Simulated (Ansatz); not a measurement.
Is this Li₂H structure a true minimum?

The cell was found from a structure generator's guess, not taken from experiment.

All numbers below come from Ansatz 0.2.0, DFT PBE, scalar-relativistic, plane waves, PAW. Plane waves to 420 eV, a k mesh through Γ of 18×18×18 on the computed 3-atom cell and Gaussian smearing (0.10 eV); no spin polarisation.

The cell below (3 atoms, space group R3m (No. 160)) is relaxed within its symmetry.

```
CELL_PARAMETERS angstrom
1.40493 0.81114 5.11378
-1.40493 0.81114 5.11378
0.00000 -1.62227 5.11378
ATOMIC_POSITIONS crystal
Li 0.08153 0.08153 0.08153
Li 0.91849 0.91849 0.91849
H 0.66695 0.66695 0.66695
```

For the test a repeat of it with 6 atoms (edges 2.81, 4.87, 5.36 Å) was strained at random (σ = 1.5 % a component), the atoms were moved at random (σ = 0.10 Å), and all was relaxed again on a coarse 8×4×8 mesh (in the run’s order of axes) with 0.20 eV smearing, with no symmetry imposed.

The cell is a metal run without spin; a magnetic state may lie lower.

Question: What happens?

Answer: It returns, within 1 meV/atom of the unmoved cell on that mesh and with the same symmetry when read at 0.1 Å (P1 at 0.01 Å, so small strains and shifts remain). So it is stable against the distortions that fit this cell and that this random move excites. Modes that don't fit the cell aren't tested.
